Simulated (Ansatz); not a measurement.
## Moving the functional in Ba2Tl5V3O12

```yaml
crystal:
  lattice:
    - [6.48991, -6.67692, -0.04765]
    - [6.48991, 6.67692, -0.04765]
    - [-1.96739, 0.00000, 5.75220]
  atoms:
    - { symbol: Ba, position: [0.47917, 0.52083, 0.00000] }
    - { symbol: Ba, position: [0.79264, 0.20736, 0.00000] }
    - { symbol: V, position: [0.65694, 0.94605, 0.25735] }
    - { symbol: V, position: [0.05395, 0.34306, 0.74265] }
    - { symbol: V, position: [0.57442, 0.42558, 0.50000] }
    - { symbol: Tl, position: [0.49835, 0.85629, 0.63726] }
    - { symbol: Tl, position: [0.14371, 0.50165, 0.36274] }
    - { symbol: Tl, position: [0.01508, 0.98492, 0.50000] }
    - { symbol: Tl, position: [0.30964, 0.12677, 0.21892] }
    - { symbol: Tl, position: [0.87323, 0.69036, 0.78108] }
    - { symbol: O, position: [0.00390, 0.26325, 0.44275] }
    - { symbol: O, position: [0.59719, 0.60676, 0.67706] }
    - { symbol: O, position: [0.91333, 0.42820, 0.84635] }
    - { symbol: O, position: [0.52536, 0.79943, 0.20594] }
    - { symbol: O, position: [0.68766, 0.41628, 0.31356] }
    - { symbol: O, position: [0.09251, 0.20316, 0.88601] }
    - { symbol: O, position: [0.58372, 0.31234, 0.68644] }
    - { symbol: O, position: [0.79684, 0.90749, 0.11399] }
    - { symbol: O, position: [0.57180, 0.08667, 0.15365] }
    - { symbol: O, position: [0.20057, 0.47464, 0.79406] }
    - { symbol: O, position: [0.73675, 0.99610, 0.55725] }
    - { symbol: O, position: [0.39324, 0.40281, 0.32294] }
```

The cell comes from a database or a generator and needn't be the stable form of this composition.

Kept alike: task band structure; k mesh 3 × 3 × 5; occupations fermi-dirac, width 0.05 eV; collinear spin, ferromagnetic start. Program: Ansatz, Ansatz PAW. Cutoffs run from 420 to 500 eV. The mesh is that of the run's cell of 22 atoms. No spin-orbit coupling.

| functional | band gap (eV) | pressure (GPa) |
| --- | --- | --- |
| LDA | 2.777 | -5.12 |
| PBE | 2.889 | 0.01 |
| PBEsol | 2.843 | -2.70 |
| r2SCAN | 3.233 | -2.14 |

Pressure is positive in compression, with a Pulay correction for the finite cutoff. Spin-orbit coupling, left out here, moves the band edges of heavy atoms and can close or invert small gaps. The moments vanished: the runs ended non-magnetic. Gaps are the smaller of the mesh's and the band path's. All rows use potentials made for PBE.

What does the functional change here?

The band gap runs from 2.777 (LDA) to 3.233 eV (r2SCAN). From PBE: LDA -0.112; PBEsol -0.046; r2SCAN +0.344. The pressure runs from -5.12 (LDA) to 0.01 GPa (PBE). From PBE: LDA -5.13; PBEsol -2.71; r2SCAN -2.15.
